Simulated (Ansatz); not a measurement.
Relaxed-ion elastic tensor of TaW (rock salt, Fm-3m) in GPa (Voigt order), PBEsol (plane waves, PAW; program Ansatz); density 16.15 g/cm³, 18.75 Å³ per atom.

```
  513   32.4   32.4    0.0    0.0    0.0
 32.4    513   32.4    0.0    0.0    0.0
 32.4   32.4    513    0.0    0.0    0.0
  0.0    0.0    0.0  -91.0    0.0    0.0
  0.0    0.0    0.0    0.0  -91.0    0.0
  0.0    0.0    0.0    0.0    0.0  -91.0
```

Q: Is the crystal mechanically stable?

A: No: the smallest eigenvalue of C is -91.0 GPa.

The start of the workflow was typed in or built on a structure type; neither database checked (COD, Materials Project) lists it. Its standing as an ambient phase is unchecked. The cell was relaxed with PBEsol under the symmetry of its start. At this level the phase is mechanically unstable. No spin polarisation was allowed. Its formation energy is positive at this level, so the cell may be metastable or incomplete. As this level gives no gap, shear constants depend on the k-mesh and smearing (Fermi–Dirac, 0.1 eV here). Spin–orbit coupling is left out wherever it is not named.

Potentials: the earlier of the program's two PAW sets. The files were generated under PBE; for other functionals the program regenerates the frozen cores, and for LDA and PBEsol the local potential too.
